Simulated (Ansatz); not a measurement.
BaO:
```xyz
2
Lattice="0.0000 2.7867 2.7867 2.7867 0.0000 2.7867 2.7867 2.7867 0.0000" Properties=species:S:1:pos:R:3 pbc="T T T"
Ba     0.0000     0.0000     0.0000
O      2.7867     2.7867     2.7867
```

DFT-PBE in the program Ansatz with PAW potentials gives a gap of 2.10 eV without spin–orbit coupling, maximum at X, minimum at X.

**Question.** What happens when spin–orbit coupling is switched on?

**Answer.** The gap falls by 0.04 eV, to 2.06 eV; maximum at X, minimum at X.

**Question.** Give the electron effective mass with spin–orbit coupling.

**Answer.** 0.40, 0.40, 1.2 mₑ (principal values).

**Question.** Give the hole effective mass with spin–orbit coupling.

**Answer.** 0.47, 2.4, 2.4 mₑ (principal values).

Space group Fm-3m (rock salt). The PBE relaxation kept the symmetry of its start; phonons on a q-mesh show no instability.

Potentials: the later of the program's two PAW sets.
